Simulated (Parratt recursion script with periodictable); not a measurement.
# EUV peak of a Si/Mo multilayer on Si against the thickness ratio

| layer, from the top | thickness (Å) | density (g/cm³) | rms roughness of its top face (Å) | δ at 13.5 nm | β at 13.5 nm |
|---|---|---|---|---|---|
| Si (in each period) | varied | 2.313 | 0 | 9.927 × 10⁻⁴ | 0.001813 |
| Mo (in each period) | varied | 10.026 | 0 | 0.07476 | 0.006314 |
| Si (substrate) | – | 2.313 | 0 | 9.927 × 10⁻⁴ | 0.001813 |

The refractive index is n = 1 − δ + iβ; the runs take δ and β at each wavelength of the scan. Vacuum lies above.

Densities are inputs, not measurements. They were set from computed cells of the Materials Project: Si from entry mp-149 (Fd-3m, 2.313 g/cm³); Mo from entry mp-129 (Im-3m, 10.026 g/cm³). A layer's crystal structure does not enter its constants, only its composition and density.

Method: EUV and soft X-ray reflectivity, Parratt recursion, Névot-Croce roughness, Henke tables (Parratt recursion script with periodictable 1.7.1).

Light falls at α = 30° from the surface normal. R is the mean of s and p polarisation. The wavelength is scanned from 12.42 to 14.58 nm in 161 evenly spaced points, without smoothing. The peak is the highest scan point; its wavelength and height come from a parabola through R at that point and its two neighbours.

The pair is repeated 10 times. The runs differ in the two thicknesses alone; Γ is the share of Mo in the period D.

```
Si (Å)  Mo (Å)     Γ  peak λ (nm)  peak R (%)
------  ------  ----  -----------  ----------
55.2      23.6  0.30       13.303        21.9
51.2      27.6  0.35       13.255        25.1
39.4      39.4  0.50            ?           ?
31.5      47.3  0.60       13.010        27.2
```

**Question.** Estimate the peak wavelength and height at Γ = 0.50.

**Answer.** Wavelength: with δ̄ the thickness-weighted δ at 13.5 nm and α the angle from the normal (sin²α = 0.2500), λ ≈ 2D[(1 − δ̄)² − sin²α]^½.

| Γ | D (Å) | δ̄ | λ by hand (nm) | run minus hand (nm) |
|---|---|---|---|---|
| 0.35 | 78.8 | 0.0268 | 13.159 | 0.096 |
| 0.50 | 78.8 | 0.0379 | 12.954 | to find |
| 0.60 | 78.8 | 0.0453 | 12.818 | 0.192 |

The difference, interpolated in Γ, is 0.154 nm, so λ ≈ 12.954 + 0.154 = 13.108 nm.

Height: the parabola through the rows at Γ = 0.30, 0.35, 0.60 has weights −1.000, 1.600, 0.400 at Γ = 0.50, which give 29.1 %.

The run gave 13.090 nm and 29.2 %, so the estimates miss by 0.018 nm and 0.1 points. Of these 4 runs, Γ = 0.50 has the highest peak.
